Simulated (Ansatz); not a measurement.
**K₂NbAgS₄: reading a single point**

```
CELL_PARAMETERS angstrom
0.00000 6.60678 11.33326
2.95931 0.00000 11.33326
2.95931 6.60678 0.00000
ATOMIC_POSITIONS crystal
K 0.55557 0.55557 0.19443
K 0.19443 0.19443 0.55557
K 0.44443 0.44443 0.80557
K 0.80557 0.80557 0.44443
Ag 0.87500 0.87500 0.87500
Ag 0.12500 0.12500 0.12500
S 0.24972 0.88350 0.79330
S 0.88350 0.24972 0.57348
S 0.57348 0.79330 0.88350
S 0.79330 0.57348 0.24972
S 0.75028 0.11650 0.20670
S 0.11650 0.75028 0.42652
S 0.42652 0.20670 0.11650
S 0.20670 0.42652 0.75028
Nb 0.37500 0.37500 0.37500
Nb 0.62500 0.62500 0.62500
```

The numbers come from plane-wave PAW DFT (Ansatz): LDA, no spin polarisation, 420 eV, 5×5×5 Γ-centred k points, fermi-dirac occupations (width 0.1 eV). Nothing was relaxed.

Is there a gap, and of what kind?

The gap on the k mesh is 2.11 eV; the mesh may miss the band edges, so the true gap of this level can be smaller.

Is the cell too large or too small?

The pressure is -2.4 GPa (compression positive), so with the atoms held at these fractions the cell would first shrink.

Give the Bader charges.

Bader charges in e: K +0.82, Nb +1.66, Ag +0.21, S -0.88. In the mean Nb gives up most and S takes most.

What do density and ELF say about some of the short contacts?

S–Nb at 2.28 Å: least valence density 0.77 e/Å³ and ELF 0.47 there. Ag–S at 2.55 Å: least valence density 0.40 e/Å³ and ELF 0.25 there. Ag–Nb at 2.96 Å: least valence density 0.22 e/Å³ and ELF 0.17 there. Both are smooth PAW fields, read partly inside the augmentation spheres.

Is it stable against the elements?

-1.00 eV an atom against the elements' usual phases (free molecules for gases, crystals otherwise, with no correction for O₂ or N₂), so it is bound against them; other compounds may still compete. Relaxing would lower it.

Origin: a database entry at a rescaled volume. Caveats: an odd or shifted mesh can miss the band edges, so this level's true gap may be smaller.
